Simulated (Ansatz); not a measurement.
Level of theory: Ansatz 0.2.0, DFT PBE, scalar-relativistic, plane waves, PAW. Settings: cutoff 420 eV, Γ-centred meshes spaced at most about 0.3 Å⁻¹, and about 0.25 Å⁻¹ or finer for metals (2π included), Gaussian smearing. No spin polarisation in the final relaxations.

All energies are static (0 K, no zero-point motion). Lower structures may exist.

**Question.** Order these relaxed structures of BiTe by energy, lowest first, with the energy over the lowest of them.
A.

```
Bi Te
1.0
     5.47066    0.00000    0.00000
    -2.73533    4.73773    0.00000
     0.00000    0.00000    6.52405
Bi Te
2 2
Direct
  0.33333 0.66667 0.25000
  0.66667 0.33333 0.75000
  0.33333 0.66667 0.75000
  0.66667 0.33333 0.25000
```

B.

```
Bi Te
1.0
     2.42229    1.39851    3.31334
    -2.42229    1.39851    3.31334
     0.00000   -2.79703    3.31334
Bi Te
1 1
Direct
  0.50000 0.50000 0.50000
  0.00000 0.00000 0.00000
```

C.

```
Bi Te
1.0
     4.14125    0.00000    0.00000
    -2.07063    3.58643    0.00000
     0.00000    0.00000    4.45336
Bi Te
1 1
Direct
  0.33333 0.66667 0.50000
  0.00000 0.00000 0.00000
```

**Answer.** B (0 meV/atom), C (77 meV/atom), A (165 meV/atom). Forms: B R-3m; C tungsten carbide type, P-6m2; A P6_3/mmc. Counting Te atoms around Bi (those within 1.25 times the shortest such distance or 1.15 times the sum of covalent radii): B has Bi 6; C has Bi 6; A has Bi 5.

Spin–orbit coupling, which can matter for Bi and Te, is left out. In R-3m, P-6m2 an odd number of electrons in the primitive cell allows no gap without spin; a larger cell or a magnetic state could open one. A magnetic state wasn't ruled out in cells without spin, among them R-3m, P-6m2. The R-3m cell at 33.7 Å³/atom was relaxed from a Materials Project cell. Cells relaxed within their symmetry can be saddle points. The part of the Crystallography Open Database at hand lists BiTe in space groups No. 164, 225; no cell shown has one of them. Some structure types and database cells were kept out of the candidates from the start, so a known form may be missing.
